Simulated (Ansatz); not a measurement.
Relaxed CuI (zinc blende):

```xyz
4
Lattice="0.0000 6.0793 6.0793 3.0397 0.0000 3.0397 3.0397 3.0397 0.0000" Properties=species:S:1:pos:R:3 pbc="T T T"
I      4.5595     4.5595     4.5595
I      4.5595     7.5992     7.5992
Cu     0.0000     0.0000     0.0000
Cu     3.0397     6.0793     3.0397
```

The atoms are displaced by Q × the pattern below (from a DFPT mode at L = (0.5, 0.0, 0.0), largest move 1; Q in Å), at fixed cell. It is one choice among 2 degenerate patterns. (q is in reciprocal vectors of the primitive cell; the cell shown is doubled to hold the pattern.)

```tsv
atom	x	y	z
I1	0.234	-0.426	0.660
I2	-0.234	0.426	-0.660
Cu3	-0.285	0.520	-0.805
Cu4	0.285	-0.520	0.805
```

Level of theory: PBE (plane waves to 420 eV, PAW, scalar-relativistic; Ansatz, a quantum-chemistry and plane-wave program). k mesh 9×9×9 (Γ-centred), Fermi-Dirac smearing 0.05 eV. Energies are smeared free energies. CuI is run without spin polarisation. CuI was relaxed with its symmetry unable to fall. Spin-orbit coupling is left out, though I is heavy. ΔE is measured from the undisplaced structure.

Successive frames, forces in eV/Å:

```
frame         ΔE (eV/cell)                 F on I1                  F on I2                 F on Cu3                 F on Cu4
------------  ------------  ----------------------  -----------------------  -----------------------  -----------------------
Q = -0.233 Å        0.0425  (0.069, -0.093, 0.084)  (-0.008, 0.043, -0.114)  (-0.054, 0.069, -0.053)  (-0.006, -0.019, 0.084)
Q = -0.187 Å        0.0268  (0.050, -0.071, 0.069)  (-0.009, 0.036, -0.090)  (-0.039, 0.051, -0.042)  (-0.002, -0.017, 0.063)
Q = -0.140 Å        0.0149  (0.034, -0.049, 0.053)  (-0.010, 0.029, -0.066)  (-0.025, 0.035, -0.031)   (0.001, -0.014, 0.045)
Q = -0.093 Å        0.0066  (0.020, -0.030, 0.036)  (-0.009, 0.021, -0.043)  (-0.014, 0.021, -0.022)   (0.003, -0.011, 0.028)
```

What are the energy and the forces in the next frame, Q = -0.047 Å?

ΔE (eV/cell) = 0.0016.

```
atom      Fx      Fy      Fz
----  ------  ------  ------
I1     0.008  -0.014   0.019
I2    -0.006   0.012  -0.021
Cu3   -0.006   0.009  -0.011
Cu4    0.003  -0.007   0.013
```

(A displaced cell: forces are minus the slopes of the energy, force constants its curvatures, and phonons follow from these.)
